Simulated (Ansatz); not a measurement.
KI:
```xyz
2
Lattice="0.0000 3.5462 3.5462 3.5462 0.0000 3.5462 3.5462 3.5462 0.0000" Properties=species:S:1:pos:R:3 pbc="T T T"
K      0.0000     0.0000     0.0000
I      3.5462     3.5462     3.5462
```

Relaxed with r²SCAN. Special points in fractions of this cell's reciprocal vectors: Γ (0.000, 0.000, 0.000); X (0.500, 0.000, 0.500); U (0.625, 0.250, 0.625); K (0.375, 0.375, 0.750); L (0.500, 0.500, 0.500); W (0.500, 0.250, 0.750).

### Question
List the band energies nearest the valence-band maximum at these points for plane-wave PAW r²SCAN (Ansatz code).

### Answer
In eV from the valence-band maximum; about four levels below and three above (degenerate sets whole), none deeper than 8.9 eV; points with the same levels are listed once.

| k | below | above |
|---|---|---|
| Γ | 0.00 0.00 0.00 | 4.58 7.07 7.07 7.07 |
| X | -1.00 -0.37 -0.37 | 5.40 6.47 8.84 |
| U | -0.85 -0.74 -0.38 | 6.11 7.34 8.16 |
| L | -1.29 -0.33 -0.33 | 6.02 8.30 8.76 8.76 |
| W | -0.73 -0.73 -0.58 | 6.97 6.97 7.36 |

Space group Fm-3m (rock salt). Symmetry was held in the r²SCAN relaxation. Spin–orbit coupling is left out wherever it is not named.

Potentials: the later of the program's two PAW sets.
